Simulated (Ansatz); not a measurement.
Cell and atoms are relaxed with the symmetry kept. Start:

```cif
data_structure
_symmetry_space_group_name_H-M 'I4/mmm'
_symmetry_Int_Tables_number 139
_cell_length_a 3.8258
_cell_length_b 3.8258
_cell_length_c 9.9252
_cell_angle_alpha 90.000
_cell_angle_beta 90.000
_cell_angle_gamma 90.000
_cell_volume 145.28
loop_
_atom_site_label
_atom_site_type_symbol
_atom_site_symmetry_multiplicity
_atom_site_Wyckoff_symbol
_atom_site_fract_x
_atom_site_fract_y
_atom_site_fract_z
_atom_site_occupancy
Ca1 Ca 2 a 0.00000 0.00000 0.00000 1
Fe1 Fe 4 d 0.00000 0.50000 0.25000 1
P1 P 4 e 0.00000 0.00000 0.35931 1
```

These are results of DFT PBEsol, scalar-relativistic, plane waves, PAW in Ansatz, not measurements.

Plane waves to 420 eV, a k mesh through Γ of 14×14×14 on the computed 5-atom cell and Gaussian smearing (0.10 eV); no spin polarisation.

Q: What does it relax to?

A: The volume drops by 0.70 Å³/atom to 13.83 Å³/atom, and the energy falls by 10.7 meV/atom. Final structure:
```cif
data_structure
_symmetry_space_group_name_H-M 'P 1'
_symmetry_Int_Tables_number 1
_cell_length_a 5.5150
_cell_length_b 5.5150
_cell_length_c 5.5150
_cell_angle_alpha 139.841
_cell_angle_beta 139.841
_cell_angle_gamma 58.095
_cell_volume 69.14
loop_
_atom_site_label
_atom_site_type_symbol
_atom_site_fract_x
_atom_site_fract_y
_atom_site_fract_z
_atom_site_occupancy
Ca1 Ca 0.00000 0.00000 0.00000 1
Fe1 Fe 0.75000 0.25000 0.50000 1
Fe2 Fe 0.25000 0.75000 0.50000 1
P1 P 0.36202 0.36202 0.00000 1
P2 P 0.63798 0.63798 0.00000 1
```

Course of the relaxation (steps run on the plane waves of an earlier cell, and the basis is chosen afresh near the end, so energy and pressure can step there; trial steps that raised the energy were taken back; energies are free energies):

```json
{"step": "1", "E − E_final (meV/atom)": "10.7", "largest force component (eV/Å)": "0.233", "P (GPa)": "-5.39", "V (Å³/atom)": "14.53"}
{"step": "2", "E − E_final (meV/atom)": "0.4", "largest force component (eV/Å)": "0.131", "P (GPa)": "-1.12", "V (Å³/atom)": "13.95"}
{"step": "3", "E − E_final (meV/atom)": "-0.2", "largest force component (eV/Å)": "0.018", "P (GPa)": "0.16", "V (Å³/atom)": "13.80"}
{"step": "4", "E − E_final (meV/atom)": "-0.2", "largest force component (eV/Å)": "0.005", "P (GPa)": "-0.02", "V (Å³/atom)": "13.83"}
{"step": "5", "E − E_final (meV/atom)": "0.0", "largest force component (eV/Å)": "0.004", "P (GPa)": "-0.04", "V (Å³/atom)": "13.83"}
```